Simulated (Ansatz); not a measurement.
Input and command of a plane-wave DFT calculation in Ansatz:

```yaml
crystal:
  lattice:
    - [0.0, -2.0431, -2.0431]
    - [0.0, 2.0431, -2.0431]
    - [4.0862, 0.0, 0.0]
  atoms:
    - { symbol: Ag, position: [0.4779746464, 0.5220253536, 0.5] }
    - { symbol: Ag, position: [0.0220253536, -0.0220253536, 0.0] }
basis:
  ecutwfc: 420
kpoints:
  mp_grid: { grid: [16, 16, 12] }
hamiltonian:
  xc: pbesol
scf:
  occupations: { method: gaussian, width: 0.15 }
output:
  forces: true
  stress: true
  eigenvalues: true
```

```bash
ansatz run input.yaml --threads 2 --pin off --max-ram 5120MiB --backend cpu --events-out ev --progress --plain --runs-dir out
```

Processor: Arm Neoverse V2, 2 threads, on a host shared with other jobs.

Task: Estimate time, memory and problem size.

Result: About 6.7 s on 2 threads of Arm Neoverse V2 (shared host), peak memory 0.53 GiB. It solves 23 bands at 511 k points (the mesh reduced by symmetry) with about 673 plane waves, in 6 SCF iterations.
